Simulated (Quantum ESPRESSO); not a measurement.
## TaTiNbO6F2 (finding a planted mistake in a log)

A calculation, not a measurement. The program is pw.x of Quantum ESPRESSO 7.5 (plane-wave density functional theory). The cell is made up: 11 atoms on a rutile lattice with one site empty, with randomly drawn elements, strain and displacements, not relaxed. PseudoDojo standard norm-conserving files (v0.5 for PBE, v0.4.1 for LDA and PBEsol) set the functional; there is no spin polarisation, spin-orbit coupling or dispersion term, and the masses in the input are unused placeholders.

Intended input:

```
&control calculation='scf', pseudo_dir='./dojo.nc.sr.pbe.v0_5.standard.upf', outdir='./o', disk_io='medium', tprnfor=.true., tstress=.true. /
&system ibrav=0, nat=11, ntyp=5, nbnd=50, ecutwfc=84.00895049, nosym=.true., tot_charge=0,
 occupations='smearing', smearing='fd', degauss=0.0018374661
/
&electrons conv_thr=7.350e-09, electron_maxstep=60, /
ATOMIC_SPECIES
F 1.0 F.upf
Nb 1.0 Nb.upf
O 1.0 O.upf
Ta 1.0 Ta.upf
Ti 1.0 Ti.upf
CELL_PARAMETERS angstrom
4.6814 0.0403 -0.0069
0.0403 4.5644 0.016
-0.0088 0.0205 5.7935
ATOMIC_POSITIONS angstrom
Ta 2.2671 2.2974 1.4744
Ti 0.0473 -0.0472 2.895
Nb 2.3035 2.354 4.3029
O 1.4991 1.3044 -0.0068
O 3.3579 3.2509 0.0285
F 3.7958 0.9386 1.4391
O 0.8394 3.6105 1.476
O 1.4668 1.3747 2.9553
O 3.278 3.127 2.9798
F 3.7945 0.9341 4.341
O 0.9273 3.7195 4.4019
K_POINTS automatic
5 5 4 1 1 1
```

The log is shortened where brackets say so; the opening notice, blank lines, dates and the lines on written files are dropped, and the path of the files is cut. It prints rydbergs, bohrs and kilobars, and counts compression as positive stress. Where no state is partly filled, the Fermi energy that it prints is only some level between the filled and the empty states on the mesh, and need not lie in the true gap.

Log of the intended run:

```
     Program PWSCF v.7.5
     Parallel version (MPI & OpenMP), running on       1 processor cores
     Number of MPI processes:                 1
     Threads/MPI process:                     1
     [start-up lines left out]
     bravais-lattice index     =            0
     lattice parameter (alat)  =       8.8469  a.u.
     unit-cell volume          =     835.3292 (a.u.)^3
     number of atoms/cell      =           11
     number of atomic types    =            5
     number of electrons       =        88.00
     number of Kohn-Sham states=           50
     kinetic-energy cutoff     =      84.0090  Ry
     charge density cutoff     =     336.0358  Ry
     scf convergence threshold =      7.3E-09
     mixing beta               =       0.7000
     number of iterations used =            8  plain     mixing
     Exchange-correlation= PBE
                           (   1   4   3   4   0   0   0)
     [axes and pseudopotential details left out]
   Cartesian axes
     site n.     atom                  positions (alat units)
         1        Ta     tau(   1) = (   0.4842597   0.4907319   0.3149365  )
         2        Ti     tau(   2) = (   0.0101034  -0.0100821   0.6183812  )
         3        Nb     tau(   3) = (   0.4920349   0.5028219   0.9191131  )
         4        O      tau(   4) = (   0.3202125   0.2786240  -0.0014525  )
         5        O      tau(   5) = (   0.7172581   0.6944025   0.0060877  )
         6        F      tau(   6) = (   0.8107949   0.2004879   0.3073963  )
         7        O      tau(   7) = (   0.1792985   0.7712142   0.3152783  )
         8        O      tau(   8) = (   0.3133131   0.2936403   0.6312614  )
         9        O      tau(   9) = (   0.7001912   0.6679371   0.6364947  )
        10        F      tau(  10) = (   0.8105172   0.1995267   0.9272513  )
        11        O      tau(  11) = (   0.1980742   0.7944970   0.9402598  )
     number of k points=    50  Fermi-Dirac smearing, width (Ry)=  0.0018
                       cart. coord. in units 2pi/alat
        k(    1) = (   0.0992800   0.1013373   0.1008015), wk =   0.0400000
        k(    2) = (   0.0995839   0.1006265   0.3028231), wk =   0.0400000
     [further k points left out]
     Dense  grid:    86859 G-vectors     FFT dimensions: (  54,  54,  64)
     Estimated max dynamical RAM per process >     147.72 MB
     Initial potential from superposition of free atoms
     starting charge      87.9951, renormalised to      88.0000
     Starting wfcs are   62 randomized atomic wfcs
     total cpu time spent up to now is       21.3 secs
     per-process dynamical memory:    80.5 Mb
     Self-consistent Calculation
     iteration #  1     ecut=    84.01 Ry     beta= 0.70
     Davidson diagonalization with overlap
     ethr =  1.00E-02,  avg # of iterations =  2.0
     total cpu time spent up to now is       65.3 secs
     total energy              =    -668.59963610 Ry
     estimated scf accuracy    <       5.09731966 Ry
     iteration #  2     ecut=    84.01 Ry     beta= 0.70
     Davidson diagonalization with overlap
     ethr =  5.79E-03,  avg # of iterations =  6.1
     total cpu time spent up to now is      135.1 secs
     total energy              =    -662.59120844 Ry
     estimated scf accuracy    <      63.60242457 Ry
     [iterations 3 to 22 left out]
     iteration # 23     ecut=    84.01 Ry     beta= 0.70
     Davidson diagonalization with overlap
     ethr =  3.61E-11,  avg # of iterations =  4.9
     total cpu time spent up to now is      998.4 secs
     total energy              =    -671.37618736 Ry
     estimated scf accuracy    <       0.00000004 Ry
     iteration # 24     ecut=    84.01 Ry     beta= 0.70
     Davidson diagonalization with overlap
     ethr =  3.61E-11,  avg # of iterations =  2.2
     total cpu time spent up to now is     1035.4 secs
     End of self-consistent calculation
     [lines on levels left out]
     the Fermi energy is     9.5403 ev
!    total energy              =    -671.37618737 Ry
     estimated scf accuracy    <          2.6E-09 Ry
     smearing contrib. (-TS)   =       0.00000000 Ry
     internal energy E=F+TS    =    -671.37618737 Ry
     The total energy is F=E-TS. E is the sum of the following terms:
     one-electron contribution =    -225.75954409 Ry
     hartree contribution      =     158.89368610 Ry
     xc contribution           =    -145.50405774 Ry
     ewald contribution        =    -459.00627164 Ry
     convergence has been achieved in  24 iterations
     Forces acting on atoms (cartesian axes, Ry/au):
     atom    1 type  4   force =    -0.01156320    0.08461779   -0.32612217
     atom    2 type  5   force =     0.06161598   -0.08849771    0.02921112
     atom    3 type  2   force =    -0.04903252    0.08161113    0.39019252
     atom    4 type  3   force =     0.03626133    0.03639488    0.03824361
     atom    5 type  3   force =    -0.09814140   -0.08307823    0.02046308
     atom    6 type  1   force =    -0.00943911    0.00712463    0.03185833
     atom    7 type  3   force =     0.03446685   -0.00787782    0.07227677
     atom    8 type  3   force =    -0.07715317   -0.10830396   -0.04040491
     atom    9 type  3   force =     0.11123652    0.09551306   -0.09474725
     atom   10 type  1   force =    -0.00634850    0.00189169   -0.02810204
     atom   11 type  3   force =     0.00809721   -0.01939544   -0.09286907
     Total force =     0.613040     Total SCF correction =     0.000127
     Computing stress (Cartesian axis) and pressure
          total   stress  (Ry/bohr**3)                   (kbar)     P=      143.12
   0.00076068   0.00014673  -0.00013232          111.90       21.58      -19.47
   0.00014673   0.00087790  -0.00016657           21.58      129.14      -24.50
  -0.00013232  -0.00016657   0.00128010          -19.47      -24.50      188.31
     init_run     :     19.68s CPU     21.06s WALL (       1 calls)
     electrons    :    984.03s CPU   1014.07s WALL (       1 calls)
     forces       :      8.79s CPU      8.85s WALL (       1 calls)
     stress       :     26.12s CPU     26.31s WALL (       1 calls)
     [timing details left out]
     PWSCF        :  17m19.02s CPU  17m51.57s WALL
     JOB DONE.
```

A second run was made from an input with one planted mistake. Its log:

```
     Program PWSCF v.7.5
     Parallel version (MPI & OpenMP), running on       1 processor cores
     Number of MPI processes:                 1
     Threads/MPI process:                     1
     [start-up lines left out]
     bravais-lattice index     =            0
     lattice parameter (alat)  =       8.8469  a.u.
     unit-cell volume          =     835.3292 (a.u.)^3
     number of atoms/cell      =           11
     number of atomic types    =            5
     number of electrons       =        88.00
     number of Kohn-Sham states=           50
     kinetic-energy cutoff     =      84.0090  Ry
     charge density cutoff     =     336.0358  Ry
     scf convergence threshold =      7.3E-09
     mixing beta               =       0.7000
     number of iterations used =            8  plain     mixing
     Exchange-correlation= PBE
                           (   1   4   3   4   0   0   0)
     [axes and pseudopotential details left out]
   Cartesian axes
     site n.     atom                  positions (alat units)
         1        Ta     tau(   1) = (   0.4842597   0.4907319   0.3149365  )
         2        Ti     tau(   2) = (   0.0101034  -0.0100821   0.6183812  )
         3        Nb     tau(   3) = (   0.4920349   0.5028219   0.9191131  )
         4        O      tau(   4) = (   0.3202125   0.2786240  -0.0014525  )
         5        O      tau(   5) = (   0.7172581   0.6944025   0.0060877  )
         6        F      tau(   6) = (   0.8107949   0.2004879   0.3073963  )
         7        O      tau(   7) = (   0.1792985   0.7712142   0.3152783  )
         8        O      tau(   8) = (   0.3133131   0.2936403   0.6312614  )
         9        O      tau(   9) = (   0.7001912   0.6679371   0.6364947  )
        10        F      tau(  10) = (   0.8105172   0.1995267   0.9272513  )
        11        O      tau(  11) = (   0.1980742   0.7944970   0.9402598  )
     number of k points=     1  Fermi-Dirac smearing, width (Ry)=  0.0018
                       cart. coord. in units 2pi/alat
        k(    1) = (  -0.4962482  -0.5070420  -0.4029968), wk =   2.0000000
     Dense  grid:    86859 G-vectors     FFT dimensions: (  54,  54,  64)
     Estimated max dynamical RAM per process >     147.72 MB
     Initial potential from superposition of free atoms
     starting charge      87.9951, renormalised to      88.0000
     Starting wfcs are   62 randomized atomic wfcs
     total cpu time spent up to now is        1.6 secs
     per-process dynamical memory:    84.9 Mb
     Self-consistent Calculation
     iteration #  1     ecut=    84.01 Ry     beta= 0.70
     Davidson diagonalization with overlap
     ethr =  1.00E-02,  avg # of iterations =  2.0
     total cpu time spent up to now is        2.2 secs
     total energy              =    -668.52121949 Ry
     estimated scf accuracy    <       5.14744268 Ry
     iteration #  2     ecut=    84.01 Ry     beta= 0.70
     Davidson diagonalization with overlap
     ethr =  5.85E-03,  avg # of iterations =  6.0
     total cpu time spent up to now is        3.3 secs
     total energy              =    -662.30479908 Ry
     estimated scf accuracy    <      66.47373036 Ry
     [iterations 3 to 19 left out]
     iteration # 20     ecut=    84.01 Ry     beta= 0.70
     Davidson diagonalization with overlap
     ethr =  1.24E-10,  avg # of iterations =  4.0
     total cpu time spent up to now is       20.0 secs
     total energy              =    -671.34478254 Ry
     estimated scf accuracy    <       0.00000005 Ry
     iteration # 21     ecut=    84.01 Ry     beta= 0.70
     Davidson diagonalization with overlap
     ethr =  5.39E-11,  avg # of iterations =  5.0
     total cpu time spent up to now is       20.9 secs
     End of self-consistent calculation
     [lines on levels left out]
     the Fermi energy is    10.3944 ev
!    total energy              =    -671.34478255 Ry
     estimated scf accuracy    <          3.5E-09 Ry
     smearing contrib. (-TS)   =      -0.00000000 Ry
     internal energy E=F+TS    =    -671.34478255 Ry
     The total energy is F=E-TS. E is the sum of the following terms:
     one-electron contribution =    -225.96901261 Ry
     hartree contribution      =     159.19124703 Ry
     xc contribution           =    -145.56074533 Ry
     ewald contribution        =    -459.00627164 Ry
     convergence has been achieved in  21 iterations
     Forces acting on atoms (cartesian axes, Ry/au):
     atom    1 type  4   force =     0.00011433    0.06519812   -0.35688220
     atom    2 type  5   force =     0.09344011   -0.11516632    0.02442039
     atom    3 type  2   force =    -0.03921442    0.05661525    0.41129617
     atom    4 type  3   force =     0.03948496    0.05221188    0.03743750
     atom    5 type  3   force =    -0.10532345   -0.08543710    0.02060721
     atom    6 type  1   force =    -0.02328755    0.02443976    0.04416285
     atom    7 type  3   force =     0.03565646   -0.01114400    0.09521714
     atom    8 type  3   force =    -0.08171573   -0.08617832   -0.03345625
     atom    9 type  3   force =     0.09507201    0.10728948   -0.08598505
     atom   10 type  1   force =    -0.02477052    0.01683386   -0.04132380
     atom   11 type  3   force =     0.01054379   -0.02466260   -0.11549397
     Total force =     0.652686     Total SCF correction =     0.000140
     Computing stress (Cartesian axis) and pressure
          total   stress  (Ry/bohr**3)                   (kbar)     P=      160.31
   0.00101908  -0.00001502  -0.00014152          149.91       -2.21      -20.82
  -0.00001502   0.00115845  -0.00016568           -2.21      170.41      -24.37
  -0.00014152  -0.00016568   0.00109179          -20.82      -24.37      160.61
     init_run     :      1.39s CPU      1.44s WALL (       1 calls)
     electrons    :     18.16s CPU     19.32s WALL (       1 calls)
     forces       :      0.37s CPU      0.39s WALL (       1 calls)
     stress       :      1.36s CPU      1.51s WALL (       1 calls)
     [timing details left out]
     PWSCF        :     21.44s CPU     22.98s WALL
     JOB DONE.
```

Question: what was wrong in the second input?

Answer: the k-point mesh is too coarse. The input lines that differ, file-writing options aside:

```
- 5 5 4 1 1 1
+ 1 1 1 1 1 1
```

|  | intended run | run with the mistake |
| --- | --- | --- |
| free energy (eV) | -9134.538 | -9134.111 |
| smearing term -TS (eV) | 0.0000 | 0.0000 |
| pressure (GPa) | 14.31 | 16.03 |
| largest force component (eV/Å) | 10.032 | 10.575 |
| largest change of a force component (eV/Å) |  | 0.818 |
| iterations | 24 | 21 |

For scale, a rerun of the intended cell at a cutoff of 1467 eV and k mesh 7 x 7 x 6 moved values by no more than 0.004 eV in energy, 0.04 GPa in stress and 0.003 eV/Å in force.